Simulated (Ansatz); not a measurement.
LaInNi:
```
LaInNi
1.0
    7.62205     0.00000     0.00000
   -3.81102     6.60088     0.00000
    0.00000     0.00000     4.00006
La In Ni
3 3 3
Direct
  0.00000   0.41824   0.50000
  0.41824   0.00000   0.50000
  0.58176   0.58176   0.50000
  0.00000   0.75899   0.00000
  0.75899   0.00000   0.00000
  0.24101   0.24101   0.00000
  0.33333   0.66667   0.00000
  0.66667   0.33333   0.00000
  0.00000   0.00000   0.50000
```

Relaxed with r²SCAN. Special points in fractions of this cell's reciprocal vectors: Γ (0.000, 0.000, 0.000); M (0.500, 0.000, 0.000); K (0.333, 0.333, 0.000); A (0.000, 0.000, 0.500); L (0.500, 0.000, 0.500); H (0.333, 0.333, 0.500).

Task: List the band energies nearest the Fermi level at these points for the program Ansatz at the r²SCAN level (PAW).

Result: In eV from the Fermi level; about four levels below and three above (degenerate sets whole), none deeper than 8.9 eV; points with the same levels are listed once.

| k | below | above |
|---|---|---|
| Γ | -1.27 -1.27 -1.17 -1.17 | 0.81 0.81 0.97 |
| M | -1.39 -1.27 -0.65 -0.04 | 0.09 0.27 0.56 |
| K | -1.51 -1.51 -1.48 -1.17 -1.17 | 0.22 0.22 0.22 |
| A | -1.18 -1.18 -1.09 -0.29 -0.29 | 0.22 0.22 1.50 |
| L | -0.75 -0.66 -0.40 -0.08 | 0.55 1.18 1.85 |
| H | -0.83 -0.83 -0.53 -0.14 | 0.02 0.02 1.07 1.07 |

Space group P-62m. The workflow started from a Materials Project entry (that database holds measured and hypothetical structures alike); the Crystallography Open Database copy checked does not list it. Its standing as an ambient phase is unchecked. Symmetry was held in the r²SCAN relaxation; whether a distortion lowers the energy is not shown. No spin polarisation was allowed. Spin–orbit coupling is left out wherever it is not named.

Potentials: the later of the program's two PAW sets.
